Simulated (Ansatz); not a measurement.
This cell of CoSn (CoSn type, space group P6/mmm) is off equilibrium:

```xyz
6
Lattice="5.2940 0.0000 0.0000 -2.6470 4.5847 0.0000 0.0000 0.0000 4.2354" Properties=species:S:1:pos:R:3 pbc="T T T"
Co     2.6470    -0.1217    -0.1687
Co     1.3235     2.2924     0.0000
Co    -1.3235     2.2924     0.0000
Sn     0.0000     0.0000     0.0000
Sn     0.0000     3.0565     2.1177
Sn     2.6470     1.5282     2.1177
```

Computed with PBE (plane waves to 420 eV, PAW, scalar-relativistic; Ansatz, a quantum-chemistry and plane-wave program). k mesh 8×8×9 (Γ-centred), Fermi-Dirac smearing 0.05 eV. E stands for the smeared free energy. Stress and pressure are positive under compression. With partly filled bands, energies and forces of such displacements shift with the k mesh and the smearing. CoSn is run without spin polarisation. CoSn was relaxed with its symmetry unable to fall.

Task: Predict the force on every atom, in eV/Å.

Result: 
```tsv
atom	Fx	Fy	Fz
Co1	0.000	1.288	1.258
Co2	0.116	-0.321	0.157
Co3	-0.116	-0.321	0.157
Sn4	0.000	-0.008	-0.094
Sn5	0.000	-0.538	-1.035
Sn6	0.000	-0.099	-0.442
```

Task: What is the stress tensor (GPa)?

Result: 
```
   -0.1      0.0      0.0
    0.0      1.3      1.1
    0.0      1.1      2.0
```
The pressure, a third of the trace, is 1.1 GPa.

Task: In it atom 1 sits (0.000, -0.122, -0.169) Å away from its relaxed site. What is its energy relative to the relaxed cell?

Result: 173 meV/cell.

(For displaced atoms, the force is minus the slope of the energy, and its curvature is a force constant, which sets phonon frequencies.)
